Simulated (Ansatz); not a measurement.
# Calculated with Ansatz: LiNiTeO$_{4}$, relaxation

input.yaml:

```yaml
crystal:
  lattice:
    - [0.0, 6.19618416, 0.0]
    - [6.03938672, 0.0, 0.0]
    - [3.01969287, 3.09809208, -4.67087148]
  atoms:
    - { symbol: Li, position: [0.0, 0.0, 0.5] }
    - { symbol: Li, position: [0.0, 0.5, 0.5] }
    - { symbol: Ni, position: [0.0, 0.0, 0.0], spin: 2.0 }
    - { symbol: Ni, position: [0.5, 0.0, 0.0], spin: 2.0 }
    - { symbol: Te, position: [0.636, 0.386, 0.228] }
    - { symbol: Te, position: [0.364, 0.614, 0.772] }
    - { symbol: O, position: [0.2912, 0.2748, 0.4504] }
    - { symbol: O, position: [0.7584, 0.2748, 0.4504] }
    - { symbol: O, position: [0.7088, 0.7252, 0.5496] }
    - { symbol: O, position: [0.2416, 0.7252, 0.5496] }
    - { symbol: O, position: [0.2493, 0.2345, 0.0014] }
    - { symbol: O, position: [0.2493, 0.7641, 0.0014] }
    - { symbol: O, position: [0.7507, 0.2359, 0.9986] }
    - { symbol: O, position: [0.7507, 0.7655, 0.9986] }
kpoints:
  mp_grid: { grid: [4, 4, 4], shift: [0, 0, 0] }
magnetization:
  spin_polarized: true
scf:
  occupations: { method: fermi_dirac, width: 0.05 }
  lower_state_search: "off"
hamiltonian:
  pseudopotentials: { kind: paw }
  xc: lda
  hubbard:
    projectors: all-electron-ortho-atomic
    sites: [{ species: Ni, l: d, u: 4.29, j: 0.48 }]
basis:
  ecutwfc: 420
  fft_grid_basis: typed
relax:
  max_steps: 60
  cell: { p_target: 0.0 }
  f_tol: 0.03
output:
  forces: true
  stress: true
  eigenvalues: true
  populations: true
  elf: true
  write_potential: true
  volumetric_format: npy
  dos:
    e_range: [-12, 8]
    de: 0.05
    projected: { site_lists: { Li: [Li], Ni: [Ni], O: [O], Te: [Te] } }
  bader: false
checkpoint:
  read: saved_state
```

The command:

```bash
ansatz run input.yaml --threads 2 --pin off --max-ram 4096MiB --backend cpu --events-out ev --progress --plain --runs-dir out
```

Origin of the cell: a known structure type with other elements, at an estimated volume, so it need not be a known compound.

The saved state is a converged single point of the same cell, with its larger moments on Ni3 up, Ni4 up.

Steps («new basis» is an SCF on plane waves selected anew at the same cell):

```
step  ΔF (meV/atom)  max force component (eV/Å)  P (GPa)  volume (Å³)  SCF iterations   step was
   1            0.0                       2.427    -3.98       174.79              16   accepted
   2         -125.4                       1.566    -2.00       161.44              15   accepted
   3         -208.3                       0.476     0.07       151.08              11   accepted
   4         -216.9                       0.446     2.68       145.93              10   accepted
   5         -221.2                       0.230    -1.12       148.93               9   accepted
   6         -223.4                       0.096    -0.25       148.06               9   accepted
   7         -227.2                       0.284     0.67       146.52              11   accepted
   8         -227.4                       0.235     0.63       146.02              11   accepted
   9         -228.8                       0.145     0.09       146.83              10   accepted
  10         -229.3                       0.261    -0.61       146.85               9   accepted
  11         -230.3                       0.129    -0.10       146.88               8   accepted
  12         -230.4                       0.065     0.04       147.27               8   accepted
  13         -230.4                       0.026    -0.11       147.26               8   accepted
  14         -230.5                       0.010     0.07       147.06               7   accepted
  15         -230.5                       0.004    -0.01       147.17               8   accepted
  16         -228.4                       0.006    -0.38       147.17              10  new basis
  17         -229.0                       0.040     0.17       146.40               7   accepted
  18         -228.9                       0.013    -0.04       146.55               8   accepted
  19         -228.7                       0.013    -0.07       146.55               7  new basis
  20         -228.7                       0.003    -0.01       146.49               8   accepted
  21         -228.7                       0.003    -0.01       146.49               6  new basis
```

Before:

Space group Imma (No. 74); the run's cell has a = 6.196 Å, b = 6.039 Å, c = 6.367 Å, α = 61.69°, β = 60.88°, γ = 90.00°. Shortest distances: O–Te 1.78 Å, Ni–O 2.10 Å, Li–O 2.25 Å, O–O 2.84 Å, Li–Li 3.02 Å, Ni–Ni 3.10 Å.

After:

Space group Imma (No. 74); the run's cell has a = 5.795 Å, b = 6.410 Å, c = 5.850 Å, α = 56.78°, β = 60.31°, γ = 90.00°. Shortest distances: O–Te 1.88 Å, Ni–O 1.92 Å, Li–O 2.03 Å, O–O 2.53 Å, Ni–Ni 2.90 Å, Li–Ni 2.92 Å.

```yaml
crystal:
  lattice:
    - [0.00000, 5.79500, 0.00000]
    - [6.41016, 0.00000, 0.00000]
    - [3.20508, 2.89750, -3.94340]
  atoms:
    - { symbol: Li, position: [0.00000, 0.00000, 0.50000] }
    - { symbol: Li, position: [0.00000, 0.50000, 0.50000] }
    - { symbol: Ni, position: [0.00000, 0.00000, 0.00000] }
    - { symbol: Ni, position: [0.50000, 0.00000, 0.00000] }
    - { symbol: Te, position: [0.65382, 0.40382, 0.19236] }
    - { symbol: Te, position: [0.34618, 0.59618, 0.80764] }
    - { symbol: O, position: [0.25121, 0.25745, 0.48509] }
    - { symbol: O, position: [0.76369, 0.25745, 0.48509] }
    - { symbol: O, position: [0.74879, 0.74255, 0.51491] }
    - { symbol: O, position: [0.23631, 0.74255, 0.51491] }
    - { symbol: O, position: [0.25333, 0.20030, 0.99334] }
    - { symbol: O, position: [0.25333, 0.80637, 0.99334] }
    - { symbol: O, position: [0.74667, 0.19363, 0.00666] }
    - { symbol: O, position: [0.74667, 0.79970, 0.00666] }
```

```
Free energy lowered by                                  : 228.7 meV/atom
Volume change                                           : -16.19 %
Final pressure                                          : -0.01 GPa
Relaxation steps listed                                 : 21
Site moments at the end (small spheres, which read low) : Ni3 +1.2, Ni4 +1.2 μB
Total moment                                            : 2.00 μB
```

Caveats: no spin-orbit coupling, though heavy elements are present; the k mesh is coarse if the cell is a metal; the magnetic state was chosen at the start cell and may not be the lowest after relaxing; the relaxation held the start's symmetry, so the end may be a saddle point.

The run took 8.9 min on 2 threads of Arm Neoverse V1 (shared host), peak memory 0.84 GiB, from a saved density.
